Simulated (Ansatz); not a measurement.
# NaB: a film clamped to a substrate

These are results of DFT r2SCAN, scalar-relativistic, plane waves, PAW in Ansatz 0.2.0, not measurements. Cutoff 500 eV, Γ-centred 16×16×16 k-points, Gaussian smearing of 0.15 eV. No spin polarisation. Energies are free energies at this smearing, counted from the undisturbed cell; pressure is positive in compression.

Zero of the scan (as given, not relaxed at this level; it stands at -0.2 GPa, and it needn't be the usual structure):

```
Na B
1.0
     0.00000    2.68387    2.68387
     2.68387    0.00000    2.68387
     2.68387    2.68387    0.00000
Na B
1 1
Direct
  0.00000 0.00000 0.00000
  0.50000 0.50000 0.50000
```

The cell (2 atoms, V0 = 38.66 Å³) is strained by p along both x and y and by q along z, fractional coordinates fixed. τp = (1/V0) ∂E/∂p = (σxx + σyy)(1 + p)(1 + q) and τq = (1/V0) ∂E/∂q = σzz(1 + p)², with tension positive.

| p | q | ΔE (meV/atom) | τp (GPa) | τq (GPa) |
| --- | --- | --- | --- | --- |
| 0.000 | 0.000 | 0.00 | 0.37 | 0.19 |
| -0.050 | 0.000 | 26.65 | -10.01 | 0.12 |
| 0.050 | 0.000 | 23.30 | 6.83 | 0.19 |
| 0.000 | -0.050 | 13.48 | 0.41 | -5.09 |
| 0.000 | 0.050 | 11.43 | 0.46 | 3.32 |

Get the second derivatives of the energy density.

Central differences give A = ∂τp/∂p = 168 GPa (C11 + C22 + 2 C12), C = ∂τq/∂q = 84 GPa (C33) and the cross term B = ∂τq/∂p = 0.7 GPa (C13 + C23); ∂τp/∂q = 0.6 GPa must equal B, and any difference shows higher-order terms. Steps this large leave an error of some per cent of A or C in all of these, which can swamp a small B. The ions are clamped. In a cubic crystal C11 = C = 84, C12 = B/2 = 0.4 GPa and A should be 2(C11 + C12) = 169 GPa; the bulk modulus is (C11 + 2 C12)/3 = 28.3 GPa.

A film of this crystal grows with z along the normal on a substrate that imposes p. How does its thickness respond, and what does the misfit cost?

Count p and q from the stress-free cell. A free surface needs τq = 0, so q = −(B/C) p = -0.01 p. The energy density left is (A − B²/C) p²/2 = M p², with the biaxial modulus M = 84 GPa; a misfit of 1 % costs 1.02 meV/atom, against 1.02 meV/atom if the thickness were held.

At p = -0.050 the energies along q are 40.2 (q = -0.050), 26.6 (q = 0.000), 37.5 (q = 0.050) meV/atom.

Does the linear rule hold at this misfit?

A parabola through the lowest point and its neighbours has its minimum at q = 0.003, 26.6 meV/atom. With the stress left in the starting cell, τp0 and τq0, linear elasticity gives q = −(τq0 + Bp)/C = -0.002 and E = V0(τp0 p + τq0 q + Ap²/2 + Bpq + Cq²/2)/N = 23.1 meV/atom. The energies differ by more than a tenth, so the quadratic law fails here: the gap holds the anharmonic part, with some error from the wide steps. Cubic terms also shift the vertex of so wide a parabola.

In a metal these slopes depend on the k mesh and the smearing.